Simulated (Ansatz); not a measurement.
# What moves the field gradients of Zn3Sb4O6F6?

Cell of run 1: a refined structure from the COD.

Space group I-43m (No. 217); a = 8.1291 Å.

| site | Wyckoff | site symmetry | x | y | z |
| --- | --- | --- | --- | --- | --- |
| Zn | 6b | -42.m | 0.5000 | 0.0000 | 0.0000 |
| Sb | 8c | .3m | 0.8396 | 0.1604 | 0.1604 |
| O | 12e | 2.mm | 0.7496 | 0.0000 | 0.0000 |
| F | 12d | -4.. | 0.5000 | 0.0000 | 0.2500 |

One atom of each set is listed; the run and its k-mesh use a cell of 19 atoms with edges of 7.04, 7.04, 7.04 Å.

Relaxed positions (PBE, cell held):

Zn (0.5000, 0.0000, 0.0000)
Sb (0.8368, 0.1632, 0.1632)
O (0.7488, 0.0000, 0.0000)
F (0.5000, 0.0000, 0.2500)

All runs are DFT with Ansatz 0.2.0 (plane waves and PAW, scalar-relativistic unless spin–orbit coupling is named, Γ-centred meshes, Fermi–Dirac smearing where given) in this cell.

Run 1: PBE, atoms as given; 420 eV, 4×4×4 k-points, smearing 0.02 eV.
Run 2: PBE, atoms relaxed; 420 eV, 4×4×4 k-points, smearing 0.02 eV.
Run 3: r2SCAN, at the relaxed atoms; 500 eV, 4×4×4 k-points, smearing 0.02 eV.
Run 4: PBE with spin–orbit coupling, at the relaxed atoms; 420 eV, 4×4×4 k-points, smearing 0.02 eV.

Q: What does each run give, and what moves the gradients most?

A: 

```csv
run,Zn V_zz (η),Sb V_zz (η),O V_zz (η),F V_zz (η)
1,-2.48 (0.00),-37.0 (0.00),9.03 (0.89),8.34 (0.00)
2,-3.11 (0.00),-36.2 (0.00),9.54 (0.81),7.93 (0.00)
3,-3.11 (0.00),-38.2 (0.00),9.86 (0.75),7.55 (0.00)
4,-3.09 (0.00),-36.4 (0.00),9.62 (0.81),7.95 (0.00)
```

V_zz in 10²¹ V/m². Against run 1, the gradient tensors on these sites move by at most 0.74 in run 2 (Sb), 1.30 in run 3 (Sb), 0.61 in run 4 (Zn). Taken one at a time, the functional (r2SCAN with its higher cutoff) moves the tensors on these sites by up to 2.04 (largest principal value of the change, on Sb), the positions of the atoms (as given or relaxed) by 0.74 (Sb), spin–orbit coupling by 0.21 (Sb).

With these PAW files V_zz is typically within 2 to 3 % of all-electron values, but misses above 10 % occur on Sb. With these PAW files V_zz is typically within 2 to 3 % of all-electron values, but misses above 10 % occur on Sb, Zn. In runs 1, 3 the atoms aren't at the calculated equilibrium (largest force 1.1, 0.62 eV/Å). The cell isn't the equilibrium one in runs 1, 2, 4 (calculated pressure 7, 5, 5 GPa), and the entry's cell may itself be off.
